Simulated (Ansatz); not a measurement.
This run works on a generated trial structure, not on a known crystal.

Input and command of a plane-wave DFT calculation in Ansatz:

```yaml
crystal:
  lattice:
    - [4.5583269866, 0.0, 0.0]
    - [0.0, 4.5583269866, 0.0]
    - [0.0, 0.0, 18.6164257567]
  atoms:
    - { symbol: Mg, position: [0.0, 0.0, 0.6760956415] }
    - { symbol: Mg, position: [0.5, 0.5, 0.852419952] }
    - { symbol: Mg, position: [0.5, 0.5, 0.147580048] }
    - { symbol: Mg, position: [0.0, 0.0, 0.3239043585] }
    - { symbol: Mg, position: [0.5, 0.5, 0.5] }
    - { symbol: Ni, position: [0.0, 0.0, 0.0] }
    - { symbol: Te, position: [0.5, 0.0, 0.7641836514] }
    - { symbol: Te, position: [0.0, 0.5, 0.9415088768] }
    - { symbol: Te, position: [0.5, 0.0, 0.0584911232] }
    - { symbol: Te, position: [0.0, 0.5, 0.2358163486] }
    - { symbol: Te, position: [0.5, 0.0, 0.4119287065] }
    - { symbol: Te, position: [0.0, 0.5, 0.5880712935] }
basis:
  ecutwfc: 420
kpoints:
  mp_grid: { grid: [8, 8, 2] }
hamiltonian:
  xc: pbe
scf:
  occupations: { method: gaussian, width: 0.1 }
output:
  forces: true
  stress: true
  eigenvalues: true
  write_density: true
  write_potential: true
  elf: true
  volumetric_format: npy
relax:
  adjacent_minimum: "off"
  f_tol: 0.01
  max_steps: 80
  cell: { stress_tol: 0.05 }
```

```bash
ansatz run input.yaml --threads 4 --pin off --max-ram 8192MiB --backend cpu --events-out ev --progress --plain --runs-dir out
```

Processor: Intel(R) Xeon(R) Processor @ 2.50GHz (Skylake/Cascade Lake), 4 threads, on a host shared with other jobs.

**Question.** Estimate time, memory and problem size.

**Answer.** About 6.2 min, peak memory 1.5 GiB. It solves 99 bands at 30 k points (after reduction by symmetry) with about 7589 plane waves (on the last cell), in 47 SCF iterations over 6 ionic steps.
